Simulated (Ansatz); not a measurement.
## Sb2Se3: Coordination and ¹²³Sb quadrupole coupling

Cell: a structure deposited in the COD whose atoms were relaxed with PBE, the cell held.

```cif
data_Sb2Se3
_symmetry_space_group_name_H-M 'Pnma'
_symmetry_Int_Tables_number 62
_cell_length_a 11.6800
_cell_length_b 3.9800
_cell_length_c 11.5800
_cell_angle_alpha 90.000
_cell_angle_beta 90.000
_cell_angle_gamma 90.000
loop_
_atom_site_label
_atom_site_type_symbol
_atom_site_symmetry_multiplicity
_atom_site_Wyckoff_symbol
_atom_site_fract_x
_atom_site_fract_y
_atom_site_fract_z
Sb1 Sb 4 c 0.0241 0.2500 0.3281
Sb5 Sb 4 c 0.3504 0.2500 0.5389
Se9 Se 4 c 0.2158 0.2500 0.1957
Se13 Se 4 c 0.8714 0.2500 0.5534
Se17 Se 4 c 0.0563 0.2500 0.8690
```

One atom of each set is listed.

The numbers come from a DFT calculation in Ansatz (PBE, plane waves and PAW, scalar-relativistic, 420 eV cutoff, Γ-centred 3×7×3 k-points, Fermi–Dirac smearing 0.02 eV).

Q(¹²³Sb) = -692.0 mb.

(1) Rank these Sb sites by |C_Q|, smallest first.
A. Sb1: 3 Se at 2.71 Å; also 3 Se at 3.16–3.17 Å
B. Sb5: 3 Se at 2.63–2.80 Å; also 4 Se at 3.00–3.44 Å

Results:

(1) A (168 MHz, η = 0.49), B (230 MHz, η = 0.00).

At Sb1 V_zz stands upright on the plane through its three neighbours (within 11°). Like point charges on the first shell alone (each adding as 1/d³) would put Sb1 above Sb5: the covalent part of each bond and the atoms beyond the first shell count as well.

Without spin–orbit coupling (the program notes it for Sb) the gradients can shift somewhat, as the gap is small. With these PAW files V_zz is typically within 2 to 3 % of all-electron values, but misses above 10 % occur on Sb.
